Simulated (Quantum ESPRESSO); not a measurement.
# NbTa5AlAu: a guest atom moved from site to site

Simulated, not a measurement. The program is pw.x of Quantum ESPRESSO 7.5 (plane-wave density functional theory). The cell is made up: eight metal atoms on a face-centred cubic lattice, with elements, volume, strain and displacements drawn at random and not relaxed, so it may be unstable or far from any real phase. PseudoDojo standard norm-conserving files set the functional (PBE unless stated); there is no spin polarisation or spin-orbit coupling, the Fermi-Dirac width of 0.25 eV means electrons at about 2900 K, and the masses in the input are unused placeholders. Heavy elements are run without spin-orbit coupling, which real alloys of them have. A spin test at this wide smearing found no moment, but such smearing suppresses magnetism that the real alloy may have.

The runs move one Nb atom among sites that otherwise hold Ta. Cell, positions, cutoff, mesh and smearing stay as in the input of run 1; sites are counted in its order. Stress in the tables is positive in tension.

Input of run 1:

```
&control calculation='scf', pseudo_dir='./dojo.nc.sr.pbe.v0_5.standard.upf', outdir='./o', disk_io='minimal', tprnfor=.true., tstress=.true. /
&system ibrav=0, nat=8, ntyp=4, nbnd=66, ecutwfc=82.02448710, nosym=.true., tot_charge=0,
 occupations='smearing', smearing='fd', degauss=0.0183746611
/
&electrons conv_thr=1.470e-08, electron_maxstep=70, mixing_beta=0.5 /
ATOMIC_SPECIES
Al 1.0 Al.upf
Au 1.0 Au.upf
Nb 1.0 Nb.upf
Ta 1.0 Ta.upf
CELL_PARAMETERS angstrom
-2.0948 -4.1896 -2.0948
-4.1896 2.0948 2.0948
0.0 4.1896 -4.1896
ATOMIC_POSITIONS angstrom
Nb -0.0415 0.0358 -0.0314
Ta 0.0718 1.9962 -2.0914
Al -2.1542 2.1294 0.0089
Au -2.2024 4.2336 -2.1001
Ta -2.0825 0.0271 -2.1469
Ta -2.0352 2.0917 -4.1743
Ta -4.2693 -0.0455 -0.0665
Ta -4.2896 2.1395 -2.0454
K_POINTS automatic
5 5 4 1 1 1
```

| run | elements on sites 1 to 8 | free energy less that of run 1 (eV) | -TS (eV) | pressure (GPa) | stress xx (GPa) | stress yy (GPa) | stress zz (GPa) | stress yz (GPa) | stress xz (GPa) | stress xy (GPa) | iterations |
| --- | --- | --- | --- | --- | --- | --- | --- | --- | --- | --- | --- |
| 1 | Nb Ta Al Au Ta Ta Ta Ta | 0.000 | -1.588 | -0.54 | -1.36 | 1.25 | 1.73 | -0.84 | 0.89 | 0.36 | 17 |
| 2 | Ta Nb Al Au Ta Ta Ta Ta | 0.013 | -1.591 | -0.64 | -1.24 | 1.30 | 1.85 | -0.74 | 1.10 | 0.15 | 17 |
| 3 | Ta Ta Al Au Ta Nb Ta Ta | 0.042 | -1.603 | -0.53 | -1.20 | 1.18 | 1.59 | -1.02 | 0.95 | 0.13 | 16 |
| 4 | Ta Ta Al Au Ta Ta Ta Nb | 0.053 | -1.605 | -0.60 | -1.15 | 1.10 | 1.84 | -0.88 | 0.82 | 0.07 | 16 |

Forces Fx Fy Fz (eV/Å):

| site | run 1 | run 2 | run 3 | run 4 |
| --- | --- | --- | --- | --- |
| 1 | -0.21 -0.36 0.41 | -0.20 -0.41 0.44 | -0.16 -0.37 0.38 | -0.27 -0.40 0.33 |
| 2 | -1.12 1.23 0.19 | -1.13 1.20 0.26 | -1.05 1.21 0.32 | -1.17 1.17 0.22 |
| 3 | 0.64 -0.61 -0.29 | 0.64 -0.62 -0.30 | 0.63 -0.64 -0.31 | 0.67 -0.62 -0.29 |
| 4 | 0.69 -0.15 -0.33 | 0.70 -0.08 -0.40 | 0.64 -0.10 -0.36 | 0.70 -0.08 -0.36 |
| 5 | -1.33 -0.42 0.27 | -1.35 -0.44 0.37 | -1.28 -0.34 0.32 | -1.24 -0.43 0.37 |
| 6 | -1.50 0.25 -0.21 | -1.50 0.22 -0.30 | -1.50 0.15 -0.25 | -1.46 0.25 -0.27 |
| 7 | 1.40 0.40 0.51 | 1.36 0.42 0.56 | 1.34 0.41 0.46 | 1.35 0.37 0.51 |
| 8 | 1.45 -0.33 -0.55 | 1.47 -0.30 -0.63 | 1.39 -0.33 -0.56 | 1.42 -0.26 -0.51 |

The sites are displaced and not relaxed, so the energy differences mix bonding between neighbours with strain and are not ordering energies. A rerun of one cell of this series at a higher cutoff and on a denser mesh moved values by no more than 0.006 eV in energy, 0.03 GPa in stress and 0.008 eV/Å in force, and a second program with other atomic files agreed on that cell to 2 % rms in force and 0.5 GPa in pressure.